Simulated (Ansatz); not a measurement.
Si₃W₅:
```xyz
16
Lattice="-4.7987 4.7987 2.4647 4.7987 -4.7987 2.4647 4.7987 4.7987 -2.4647" Properties=species:S:1:pos:R:3 pbc="T T T"
Si     0.0000     0.0000     3.6970
Si     0.0000     0.0000     1.2323
Si     3.1858     1.6129     0.0000
Si     1.6129     3.1858     2.4647
Si     3.1858    -1.6129     2.4647
Si     1.6129     6.4116     0.0000
W      4.0761     2.6481     2.4647
W      0.7226     2.1506     0.0000
W     -2.6481     4.0761     2.4647
W      7.4468     0.7226     0.0000
W     -0.7226     2.1506     2.4647
W      5.5213     2.6481     0.0000
W      2.1506     0.7226     2.4647
W      2.6481     4.0761     0.0000
W      0.0000     4.7987     1.2323
W      4.7987     0.0000     1.2323
```

Relaxed with PBEsol. Special points in fractions of this cell's reciprocal vectors: Γ (0.000, 0.000, 0.000); X (0.000, 0.000, 0.500); M (-0.500, 0.500, 0.500); Z (0.316, 0.316, -0.316); Z0 (-0.316, 0.684, 0.316); P (0.250, 0.250, 0.250); N (0.000, 0.500, 0.000).

Question: List the band energies nearest the Fermi level at these points for PBEsol in the plane-wave PAW code Ansatz.

Answer: In eV from the Fermi level; about four levels below and three above (degenerate sets whole), none deeper than 8.9 eV; points with the same levels are listed once.

```json
[
 {"k": "Γ", "below": "-1.49 -1.49 -0.77 -0.43 -0.43", "above": "0.34 0.36 0.36"},
 {"k": "X", "below": "-0.73 -0.56 -0.56 -0.26", "above": "0.14 0.27 0.31"},
 {"k": "M", "below": "-1.02 -0.94 -0.94 -0.35", "above": "0.08 0.10 0.10"},
 {"k": "Z", "below": "-0.69 -0.69 -0.50 -0.02", "above": "0.13 0.13 0.54"},
 {"k": "P", "below": "-0.65 -0.65 -0.30 -0.30", "above": "0.28 0.28 0.44 0.44"},
 {"k": "N", "below": "-1.03 -1.03 -0.54 -0.54", "above": "0.22 0.22 0.43 0.43"}
]
```

Space group I4/mcm. The workflow started from a Materials Project entry (that database holds measured and hypothetical structures alike); the Crystallography Open Database copy checked does not list it. Whether it is the stable phase at ambient conditions was not checked. Symmetry was held in the PBEsol relaxation; whether a distortion lowers the energy is not shown. The run is not spin-polarised. Scalar-relativistic: spin–orbit coupling is off unless named, which matters more the heavier the elements.

Potentials: the earlier of the program's two PAW sets. The files were generated under PBE; for other functionals the program regenerates the frozen cores, and for LDA and PBEsol the local potential too.
